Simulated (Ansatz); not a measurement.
The start is a randomly generated symmetric cell of Si2W (space group No. 187). A full variable-cell relaxation at zero pressure is run with PBEsol (plane waves to 420 eV, PAW, scalar-relativistic; Ansatz, a quantum-chemistry and plane-wave program). First-step values are on the input's coarse k-mesh.

Ansatz input (later rounds restart from its end on a renewed k-mesh):
Ansatz 0.2 input:
```yaml
crystal:
  lattice:
    - [3.064196, 0, 0]
    - [-1.532098, 2.6536716, 0]
    - [0, 0, 5.8207206]
  atoms:
    - { symbol: Si, position: [0.33333333, 0.66666667, 0.77766871] }
    - { symbol: Si, position: [0.33333333, 0.66666667, 0.22233129] }
    - { symbol: W, position: [0, 0, 0] }
basis: { ecutwfc: 420, ecutrho_ratio: 4, xc_grid: 2, fft_grid_basis: typed }
kpoints: { mp_grid: { grid: [9, 9, 4] } }
hamiltonian:
  xc: pbesol
  dispersion: none
  pseudopotentials: { kind: paw }
scf: { occupations: { method: fermi_dirac, width: 0.05 } }
relax: { f_tol: 0.01, max_steps: 100, cell: { stress_tol: 0.02 } }
output: { forces: true, stress: true }
```

Q: How large is the pressure on the unrelaxed cell, and of which sign?

A: +63 GPa (positive: the cell is compressed).

Q: Which atoms feel the largest initial force, and how large is it?

A: About 9.0 eV/Å, on Si1, Si2 (atoms numbered as listed).

Q: How does the volume per atom move from start to end?

A: -3.2 %, from 15.78 to 15.27 Å³/atom.

Q: What does it relax into? Give the structure.

A: 
Space group P-6m2 (No. 187); a = 2.9610 Å, b = 2.9610 Å, c = 6.0317 Å, α = 90.00°, β = 90.00°, γ = 120.00°

```tsv
atom	site	symmetry	x	y	z
Si	2h	3m.	0.3333	0.6667	0.3076
W	1a	-6m2	0.0000	0.0000	0.0000
```

The space group stays P-6m2 (No. 187) (the run could not lower it), with 3 atoms in the primitive cell. Final values are on a 18×18×8 k-mesh of the relaxed cell. No spin polarisation in the result.

The run could not lose the symmetry of its start, so the end can be a saddle point.

The relaxed structure here is a generated cell of Si2W: the first start was made by a random draw of sites in a space group, and the end was not matched to a known phase here, so it may be hypothetical. Known forms of Si2W include space group No. 139.
